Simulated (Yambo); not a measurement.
# Convergence of the G0W0 gap of WS2

G0W0@PBEsol for WS2 (space group P6_3/mmc, No. 194) in Yambo. Reference settings: 6×6×1 Γ-centred k mesh, bands 3 to 265 and a 10 Ry block in the screening, 265 bands in G with the Bruneval-Gonze terminator, plasmon pole fitted at 27.2 eV. The PBEsol gap Γ → (0.167, 0.167, 0) on this mesh is 0.85 eV; G0W0 gaps are taken between the same points.

| change from the reference | G0W0 gap Γ → (0.167, 0.167, 0) (eV) | shift of the valence edge (eV) | rough Yambo cost |
|---|---|---|---|
| reference settings | 1.24 | -0.13 | 1 |
| 169 bands in W, 169 bands in G | 1.24 | -0.05 | within a factor of two |
| 96 bands in G | 1.24 | -0.10 | – |
| 169 bands in G | 1.24 | -0.13 | – |
| 120 bands in W | 1.24 | 0.02 | within a factor of two |
| 4 Ry block | 1.09 | 0.21 | within a factor of two |
| 8 Ry block | 1.23 | -0.11 | within a factor of two |
| pole fitted at 40 eV | 1.24 | -0.20 | – |
| no random integration | 1.22 | -0.02 | – |
| 96 bands in G, no terminator | 1.20 | 0.51 | – |
| 169 bands in G, no terminator | 1.22 | 0.16 | – |

The reference isn't shown to be the converged limit. Costs are rough (shared machines), scaled to the same edge states, and given only for runs that recompute the screening.

Spin-orbit coupling is left out, which matters for elements this heavy: edges can move by tenths of an eV.

Geometry relaxed with PBE+D3(BJ); primitive cell a = b = 3.154 Å, c = 12.138 Å, α = β = 90.00°, γ = 120.00°.

A shift is the quasiparticle energy of the state minus its PBEsol energy.
